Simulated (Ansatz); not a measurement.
Structure relaxation, Bi

The start is a randomly generated symmetric cell of Bi (space group No. 47). Cell shape, volume and atoms are optimised at zero target pressure with PBEsol (plane waves to 420 eV, PAW, scalar-relativistic; Ansatz, a program for electronic structure). First-step values are on the input's coarse k-mesh.

Ansatz input (later rounds restart from its end on a renewed k-mesh):
Ansatz 0.2 input:
```yaml
crystal:
  lattice:
    - [3.0084894, 0, 0]
    - [0, 4.7456083, 0]
    - [0, 0, 10.8006726]
  atoms:
    - { symbol: Bi, position: [0.5, 0.5, 0] }
    - { symbol: Bi, position: [0.5, 0.5, 0.5] }
    - { symbol: Bi, position: [0, 0, 0.36026578] }
    - { symbol: Bi, position: [0, 0, 0.63973422] }
basis: { ecutwfc: 420, ecutrho_ratio: 4, xc_grid: 2, fft_grid_basis: typed }
kpoints: { mp_grid: { grid: [11, 7, 3] } }
hamiltonian:
  xc: pbesol
  dispersion: none
  pseudopotentials: { azcp: { folder: ./paw }, kind: paw }
scf: { occupations: { method: fermi_dirac, width: 0.05 } }
relax: { f_tol: 0.01, max_steps: 100, cell: { stress_tol: 0.02 } }
output: { forces: true, stress: true }
```

| Quantity | Result |
|---|---|
| Initial pressure | +7.6 GPa (positive: the cell is compressed) |
| Largest initial force | 1.61 eV/Å, on Bi3, Bi4 (atoms numbered as listed) |
| Outcome | The space group goes from Pmmm (No. 47) to Im-3m (No. 229); the end is bcc (W type), with 1 atom in the primitive cell |
| Energy released | 0.66 eV/atom |
| Volume change | -22.0 %, from 38.55 to 30.07 Å³/atom |
| Shortest distances (start → end) | The closest pairs of elements (up to four, under 3.6 Å), start → end: Bi–Bi 3.01 → 3.39 Å |
| Band gap at the end | zero (metallic) |
| Optimiser moves | 29 |

Relaxed structure:

Space group Im-3m (No. 229); a = b = c = 3.9180 Å, α = β = γ = 90.00°

```json
[
 {"atom": "Bi", "site": "2a", "symmetry": "m-3m", "x": "0.0000", "y": "0.0000", "z": "0.0000"}
]
```
(The calculation used a cell of 1 atom; values per cell refer to that cell.)

Final values are on a 17×17×17 k-mesh of the relaxed cell. No spin polarisation in the result.

The run could not lose the symmetry of its start, so the end can be a saddle point.

The relaxed structure here is a generated cell of Bi: the first start was made by a random draw of sites in a space group, and the end was not matched to a known phase here, so it may be hypothetical. Known forms of Bi include space group No. 166.
